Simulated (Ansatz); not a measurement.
LaB6:
```cif
data_B6La
_chemical_formula_sum 'La1 B6'
_space_group_name_H-M_alt 'Pm-3m'
_space_group_IT_number 221
_space_group_name_Hall '-P 4 2 3'
_cell_length_a 4.12988
_cell_length_b 4.12988
_cell_length_c 4.12988
_cell_angle_alpha 90.000
_cell_angle_beta 90.000
_cell_angle_gamma 90.000
loop_
_atom_site_label
_atom_site_type_symbol
_atom_site_symmetry_multiplicity
_atom_site_Wyckoff_symbol
_atom_site_fract_x
_atom_site_fract_y
_atom_site_fract_z
_atom_site_occupancy
La1 La 1 a 0.00000 0.00000 0.00000 1
B1 B 6 f 0.19965 0.50000 0.50000 1
```

Relaxed with PBEsol.

Question: Decompose the optical modes at the zone centre into irreducible representations, and say which are infrared and Raman allowed.

Answer: Point group m-3m: Γ_opt = A1g + Eg + T1g + 2T1u + T2g + T2u. Infrared: T1u. Raman: A1g, Eg, T2g.

Question: Assign frequencies (DFPT, DFT-PBEsol in the program Ansatz with PAW potentials).

Answer: T1u 186, T2u 519, T1g 563, T2g 704, T1u 858, Eg 1136, A1g 1287 cm⁻¹.

The PBEsol relaxation kept the symmetry of its start; of distortions, only those at the zone centre were tested. As this level gives no gap, phonon frequencies hold no LO–TO term and depend on the k-mesh and smearing (Fermi–Dirac, 0.1 eV here). Spin–orbit coupling is left out wherever it is not named.

Potentials: the later of the program's two PAW sets.
